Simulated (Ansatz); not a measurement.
CuO (CsCl type, Pm-3m), a = b = c = 2.598 Å, α = β = γ = 90.00°.

Relaxed with r²SCAN.

**Question.** Which orbitals make up the states near the Fermi level in DFT-r²SCAN in the program Ansatz with PAW potentials?

**Answer.** Within 0.5 eV of the Fermi level: O 2p 53 %, Cu 3d 45 %. Projections are on Löwdin-orthogonalised atomic valence shells; empty p or d shells of many metals are not among them.

**Question.** Tabulate the density of states.

**Answer.** States/eV per cell of 2 atoms, in 0.25 eV bins, energy from the Fermi level.

| E (eV) | total | Cu 3d | O 2p | Cu 4s |
|---|---|---|---|---|
| -7.85 | 0.18 | 0.02 | 0.11 | 0.04 |
| -7.60 | 0.27 | 0.04 | 0.17 | 0.06 |
| -7.35 | 0.36 | 0.05 | 0.23 | 0.07 |
| -7.10 | 0.45 | 0.06 | 0.30 | 0.08 |
| -6.85 | 0.57 | 0.08 | 0.38 | 0.09 |
| -6.60 | 0.72 | 0.10 | 0.49 | 0.11 |
| -6.35 | 1.11 | 0.20 | 0.76 | 0.12 |
| -6.10 | 2.33 | 0.57 | 1.56 | 0.16 |
| -5.85 | 1.57 | 0.38 | 1.07 | 0.09 |
| -5.60 | 1.31 | 0.32 | 0.91 | 0.05 |
| -5.35 | 1.22 | 0.32 | 0.84 | 0.04 |
| -5.10 | 1.16 | 0.33 | 0.77 | 0.03 |
| -4.85 | 1.15 | 0.36 | 0.73 | 0.02 |
| -4.60 | 1.16 | 0.41 | 0.70 | 0.02 |
| -4.35 | 1.16 | 0.45 | 0.66 | 0.02 |
| -4.10 | 1.25 | 0.54 | 0.66 | 0.02 |
| -3.85 | 1.32 | 0.64 | 0.63 | 0.02 |
| -3.60 | 1.57 | 0.85 | 0.67 | 0.02 |
| -3.35 | 2.32 | 1.15 | 1.10 | 0.03 |
| -3.10 | 3.32 | 2.40 | 0.87 | 0.02 |
| -2.85 | 3.72 | 3.29 | 0.41 | 0.01 |
| -2.60 | 2.08 | 1.82 | 0.24 | 0.01 |
| -2.35 | 1.08 | 0.98 | 0.09 | 0.01 |
| -2.10 | 4.63 | 4.29 | 0.24 | 0.02 |
| -1.85 | 5.53 | 5.17 | 0.24 | 0.03 |
| -1.60 | 4.33 | 3.83 | 0.34 | 0.06 |
| -1.35 | 3.93 | 3.35 | 0.49 | 0.04 |
| -1.10 | 2.98 | 2.19 | 0.71 | 0.03 |
| -0.85 | 1.66 | 1.02 | 0.58 | 0.01 |
| -0.60 | 1.36 | 0.70 | 0.62 | 0.01 |
| -0.35 | 1.63 | 0.74 | 0.85 | 0.00 |
| -0.10 | 2.88 | 1.26 | 1.58 | 0.00 |
| 0.15 | 2.87 | 1.31 | 1.52 | 0.00 |
| 0.40 | 0.79 | 0.35 | 0.43 | 0.00 |
| 0.65 | 0.00 | 0.00 | 0.00 | 0.00 |
| 0.90 | 0.00 | 0.00 | 0.00 | 0.00 |
| 1.15 | 0.00 | 0.00 | 0.00 | 0.00 |
| 1.40 | 0.00 | 0.00 | 0.00 | 0.00 |
| 1.65 | 0.00 | 0.00 | 0.00 | 0.00 |
| 1.90 | 0.01 | 0.00 | 0.00 | 0.01 |
| 2.15 | 0.02 | 0.00 | 0.00 | 0.01 |
| 2.40 | 0.02 | 0.00 | 0.00 | 0.01 |
| 2.65 | 0.03 | 0.00 | 0.01 | 0.01 |
| 2.90 | 0.04 | 0.00 | 0.01 | 0.02 |
| 3.15 | 0.04 | 0.00 | 0.01 | 0.02 |
| 3.40 | 0.05 | 0.00 | 0.01 | 0.03 |
| 3.65 | 0.06 | 0.00 | 0.02 | 0.03 |
| 3.90 | 0.07 | 0.00 | 0.02 | 0.04 |
| 4.15 | 0.08 | 0.00 | 0.02 | 0.04 |
| 4.40 | 0.10 | 0.00 | 0.03 | 0.05 |
| 4.65 | 0.11 | 0.00 | 0.03 | 0.06 |
| 4.90 | 0.13 | 0.00 | 0.04 | 0.07 |

The cell is a constructed one: a structure type filled with these elements; the Crystallography Open Database copy checked does not list it. It is not the phase usual at ambient conditions (space group No. 15). The cell was relaxed with r²SCAN under the symmetry of its start. At this level the phase is mechanically unstable. No spin polarisation was allowed. The volume moved by 51 % from the start of the relaxation. No Hubbard U is applied. Without spin polarisation and U, an open-shell compound can come out a false metal.

Potentials: the later of the program's two PAW sets.
